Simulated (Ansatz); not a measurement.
P (R-3m), axial (c/a) deformation path

These are results of Ansatz 0.2.0, DFT r2SCAN, scalar-relativistic, plane waves, PAW, not measurements. Settings: plane waves to 500 eV, k-mesh 18×18×18 (Γ-centred), Gaussian smearing 0.15 eV. No spin polarisation. Energies are free energies at this smearing, counted from the undisturbed cell; pressure is positive in compression.

The starting cell (as given, not relaxed at this level; it stands at 0.6 GPa; this form isn't the usual structure):

```
P
1.0
     1.72573    0.99635    3.12968
    -1.72573    0.99635    3.12968
     0.00000   -1.99270    3.12968
P
2
Direct
  0.22708 0.22708 0.22708
  0.77292 0.77292 0.77292
```

At fixed volume and fractional coordinates, lengths along (0.000, 0.000, 1.000) are scaled against those across it; ρ is that ratio over its starting value. The cell is metallic on the mesh throughout.

```tsv
ρ	ΔE (meV/atom)
0.800	169.1
0.850	88.4
0.920	20.1
0.960	3.0
1.000	0.0
1.050	9.1
1.100	26.5
1.200	81.2
1.300	169.1
```

Problem. Predict the pressure (GPa) at each point.

Solution.
| ρ | pressure (GPa) |
| --- | --- |
| 0.800 | -4.8 |
| 0.850 | -3.4 |
| 0.920 | -1.6 |
| 0.960 | -0.5 |
| 1.000 | 0.6 |
| 1.050 | 1.9 |
| 1.100 | 3.1 |
| 1.200 | 4.7 |
| 1.300 | 5.9 |